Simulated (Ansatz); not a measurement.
Theory: DFT PBEsol, scalar-relativistic, plane waves, PAW (Ansatz 0.2.0).

Structure of AsRu:

```
As Ru
1.0
     5.69520    0.00000    0.00000
     0.00000    3.29089    0.00000
     0.00000    0.00000    6.35138
As Ru
4 4
Direct
  0.69577 0.25000 0.06753
  0.30423 0.75000 0.93247
  0.19577 0.25000 0.43247
  0.80423 0.75000 0.56753
  0.50169 0.25000 0.70284
  0.49831 0.75000 0.29716
  0.00169 0.25000 0.79716
  0.99831 0.75000 0.20284
```

Cutoff 420 eV; k points 6×10×6 on the computed 8-atom cell (Γ-centred); Gaussian smearing, width 0.10 eV; no spin polarisation.

Levels along Γ–X–S–Y–Γ–Z–U–R–T–Z | X–U | Y–T | S–R, in eV from the Fermi level, sorted by energy at each point. Points in fractions of the primitive reciprocal vectors: Γ (0.000 0.000 0.000), X (0.500 0.000 0.000), S (0.500 0.500 0.000), Y (0.000 0.500 0.000), Z (0.000 0.000 0.500), U (0.500 0.000 0.500), R (0.500 0.500 0.500), T (0.000 0.500 0.500).
| point | k (1/Å, with 2π) | band 59 | band 60 | band 61 | band 62 | band 63 | band 64 | band 65 |
| --- | --- | --- | --- | --- | --- | --- | --- | --- |
| Γ | 0.000 | -0.91 | -0.86 | -0.83 | -0.41 | -0.36 | 0.60 | 1.10 |
| - | 0.079 | -0.93 | -0.85 | -0.67 | -0.35 | -0.34 | 0.59 | 1.08 |
| - | 0.158 | -0.98 | -0.84 | -0.57 | -0.34 | -0.05 | 0.57 | 0.98 |
| - | 0.236 | -1.06 | -0.81 | -0.55 | -0.35 | 0.37 | 0.54 | 0.82 |
| - | 0.315 | -1.17 | -0.78 | -0.56 | -0.41 | 0.48 | 0.63 | 0.84 |
| - | 0.394 | -1.12 | -0.74 | -0.58 | -0.51 | 0.41 | 0.46 | 1.34 |
| - | 0.473 | -0.97 | -0.70 | -0.65 | -0.61 | 0.35 | 0.35 | 1.84 |
| X | 0.552 | -0.81 | -0.81 | -0.66 | -0.66 | 0.32 | 0.32 | 2.34 |
| - | 0.688 | -0.79 | -0.79 | -0.61 | -0.61 | 0.32 | 0.32 | 1.94 |
| - | 0.824 | -0.78 | -0.78 | -0.49 | -0.49 | 0.36 | 0.36 | 1.60 |
| - | 0.961 | -0.82 | -0.82 | -0.30 | -0.30 | 0.46 | 0.46 | 1.43 |
| - | 1.097 | -0.88 | -0.88 | -0.08 | -0.08 | 0.48 | 0.48 | 1.40 |
| - | 1.234 | -0.79 | -0.79 | 0.06 | 0.06 | 0.39 | 0.39 | 1.45 |
| - | 1.370 | -0.53 | -0.53 | -0.02 | -0.02 | 0.28 | 0.28 | 1.43 |
| S | 1.506 | -0.50 | -0.50 | 0.03 | 0.03 | 0.03 | 0.03 | 1.47 |
| - | 1.585 | -0.46 | -0.46 | 0.01 | 0.01 | 0.05 | 0.05 | 1.40 |
| - | 1.664 | -0.47 | -0.47 | -0.02 | -0.02 | 0.06 | 0.06 | 1.37 |
| - | 1.743 | -0.53 | -0.53 | -0.04 | -0.04 | 0.06 | 0.06 | 1.35 |
| - | 1.821 | -0.64 | -0.64 | -0.06 | -0.06 | 0.09 | 0.09 | 1.34 |
| - | 1.900 | -0.78 | -0.78 | -0.07 | -0.07 | 0.13 | 0.13 | 1.34 |
| - | 1.979 | -0.91 | -0.91 | -0.08 | -0.08 | 0.17 | 0.17 | 1.34 |
| Y | 2.058 | -0.97 | -0.97 | -0.08 | -0.08 | 0.18 | 0.18 | 1.34 |
| - | 2.194 | -1.10 | -0.97 | -0.29 | -0.12 | 0.10 | 0.70 | 1.22 |
| - | 2.331 | -1.28 | -0.95 | -0.42 | -0.30 | 0.17 | 1.12 | 1.31 |
| - | 2.467 | -1.25 | -0.93 | -0.46 | -0.38 | 0.15 | 1.02 | 1.52 |
| - | 2.603 | -1.06 | -0.95 | -0.51 | -0.36 | -0.04 | 0.91 | 1.47 |
| - | 2.740 | -0.94 | -0.84 | -0.62 | -0.43 | -0.35 | 0.77 | 1.79 |
| - | 2.876 | -0.89 | -0.83 | -0.81 | -0.53 | -0.36 | 0.65 | 1.36 |
| Γ | 3.013 | -0.91 | -0.86 | -0.83 | -0.41 | -0.36 | 0.60 | 1.10 |
| - | 3.083 | -1.16 | -0.92 | -0.62 | -0.41 | -0.30 | 0.60 | 1.15 |
| - | 3.154 | -1.23 | -0.93 | -0.58 | -0.53 | 0.02 | 0.63 | 1.24 |
| - | 3.224 | -1.32 | -0.92 | -0.69 | -0.59 | 0.40 | 0.69 | 1.36 |
| - | 3.295 | -1.45 | -0.88 | -0.87 | -0.61 | 0.78 | 0.81 | 1.47 |
| - | 3.366 | -1.55 | -1.04 | -0.83 | -0.64 | 0.98 | 1.16 | 1.58 |
| - | 3.437 | -1.46 | -1.21 | -0.78 | -0.68 | 1.18 | 1.52 | 1.58 |
| Z | 3.507 | -1.35 | -1.35 | -0.72 | -0.72 | 1.39 | 1.39 | 1.83 |
| - | 3.586 | -1.26 | -1.26 | -0.73 | -0.73 | 1.35 | 1.35 | 1.86 |
| - | 3.665 | -1.09 | -1.09 | -0.77 | -0.77 | 1.25 | 1.25 | 1.91 |
| - | 3.744 | -0.92 | -0.92 | -0.82 | -0.82 | 1.14 | 1.14 | 1.92 |
| - | 3.822 | -0.90 | -0.90 | -0.77 | -0.77 | 1.08 | 1.08 | 1.87 |
| - | 3.901 | -0.98 | -0.98 | -0.66 | -0.66 | 1.08 | 1.08 | 1.74 |
| - | 3.980 | -1.06 | -1.06 | -0.59 | -0.59 | 1.17 | 1.17 | 1.55 |
| U | 4.059 | -1.09 | -1.09 | -0.56 | -0.56 | 1.31 | 1.31 | 1.37 |
| - | 4.195 | -1.14 | -1.14 | -0.50 | -0.50 | 1.28 | 1.28 | 1.37 |
| - | 4.332 | -1.18 | -1.18 | -0.36 | -0.36 | 1.10 | 1.10 | 1.48 |
| - | 4.468 | -1.08 | -1.08 | -0.29 | -0.29 | 1.03 | 1.03 | 1.09 |
| - | 4.604 | -0.91 | -0.91 | -0.30 | -0.30 | 0.56 | 0.56 | 1.17 |
| - | 4.741 | -0.84 | -0.84 | -0.24 | -0.24 | 0.20 | 0.20 | 1.46 |
| - | 4.877 | -0.89 | -0.89 | -0.08 | -0.08 | 0.04 | 0.04 | 1.88 |
| R | 5.013 | -0.96 | -0.96 | 0.01 | 0.01 | 0.01 | 0.01 | 2.44 |
| - | 5.092 | -0.90 | -0.90 | 0.01 | 0.01 | 0.02 | 0.02 | 2.13 |
| - | 5.171 | -0.88 | -0.88 | 0.01 | 0.01 | 0.02 | 0.02 | 1.85 |
| - | 5.250 | -0.89 | -0.89 | 0.01 | 0.01 | 0.02 | 0.02 | 1.62 |
| - | 5.329 | -0.92 | -0.92 | 0.01 | 0.01 | 0.01 | 0.01 | 1.46 |
| - | 5.407 | -0.97 | -0.97 | 0.00 | 0.00 | 0.02 | 0.02 | 1.35 |
| - | 5.486 | -1.00 | -1.00 | -0.01 | -0.01 | 0.02 | 0.02 | 1.28 |
| T | 5.565 | -1.02 | -1.02 | -0.02 | -0.02 | 0.02 | 0.02 | 1.25 |
| - | 5.701 | -1.01 | -1.01 | -0.18 | -0.18 | 0.20 | 0.20 | 1.31 |
| - | 5.838 | -1.00 | -1.00 | -0.38 | -0.38 | 0.43 | 0.43 | 1.44 |
| - | 5.974 | -1.00 | -1.00 | -0.57 | -0.57 | 0.67 | 0.67 | 1.52 |
| - | 6.111 | -1.08 | -1.08 | -0.69 | -0.69 | 0.90 | 0.90 | 1.53 |
| - | 6.247 | -1.24 | -1.24 | -0.71 | -0.71 | 1.14 | 1.14 | 1.50 |
| - | 6.383 | -1.33 | -1.33 | -0.72 | -0.72 | 1.39 | 1.39 | 1.50 |
| Z | 6.520 | -1.35 | -1.35 | -0.72 | -0.72 | 1.39 | 1.39 | 1.83 |
| X | 6.520 | -0.81 | -0.81 | -0.66 | -0.66 | 0.32 | 0.32 | 2.34 |
| - | 6.590 | -0.80 | -0.80 | -0.68 | -0.68 | 0.35 | 0.35 | 2.36 |
| - | 6.661 | -0.77 | -0.77 | -0.75 | -0.75 | 0.44 | 0.44 | 2.24 |
| - | 6.732 | -0.84 | -0.84 | -0.73 | -0.73 | 0.58 | 0.58 | 2.08 |
| - | 6.802 | -0.93 | -0.93 | -0.68 | -0.68 | 0.75 | 0.75 | 1.89 |
| - | 6.873 | -1.01 | -1.01 | -0.62 | -0.62 | 0.95 | 0.95 | 1.70 |
| - | 6.944 | -1.07 | -1.07 | -0.58 | -0.58 | 1.15 | 1.15 | 1.52 |
| U | 7.014 | -1.09 | -1.09 | -0.56 | -0.56 | 1.31 | 1.31 | 1.37 |
| Y | 7.014 | -0.97 | -0.97 | -0.08 | -0.08 | 0.18 | 0.18 | 1.34 |
| - | 7.085 | -0.98 | -0.98 | -0.08 | -0.08 | 0.17 | 0.17 | 1.30 |
| - | 7.156 | -1.01 | -1.01 | -0.07 | -0.07 | 0.15 | 0.15 | 1.23 |
| - | 7.226 | -1.04 | -1.04 | -0.07 | -0.07 | 0.12 | 0.12 | 1.17 |
| - | 7.297 | -1.04 | -1.04 | -0.06 | -0.06 | 0.09 | 0.09 | 1.15 |
| - | 7.368 | -1.03 | -1.03 | -0.05 | -0.05 | 0.06 | 0.06 | 1.18 |
| - | 7.438 | -1.02 | -1.02 | -0.03 | -0.03 | 0.03 | 0.03 | 1.23 |
| T | 7.509 | -1.02 | -1.02 | -0.02 | -0.02 | 0.02 | 0.02 | 1.25 |
| S | 7.509 | -0.50 | -0.50 | 0.03 | 0.03 | 0.03 | 0.03 | 1.47 |
| - | 7.580 | -0.53 | -0.53 | 0.04 | 0.04 | 0.04 | 0.04 | 1.50 |
| - | 7.650 | -0.59 | -0.59 | 0.04 | 0.04 | 0.04 | 0.04 | 1.61 |
| - | 7.721 | -0.68 | -0.68 | 0.03 | 0.03 | 0.03 | 0.03 | 1.76 |
| - | 7.792 | -0.78 | -0.78 | 0.03 | 0.03 | 0.03 | 0.03 | 1.96 |
| - | 7.862 | -0.87 | -0.87 | 0.02 | 0.02 | 0.02 | 0.02 | 2.17 |
| - | 7.933 | -0.94 | -0.94 | 0.01 | 0.01 | 0.01 | 0.01 | 2.36 |
| R | 8.004 | -0.96 | -0.96 | 0.01 | 0.01 | 0.01 | 0.01 | 2.44 |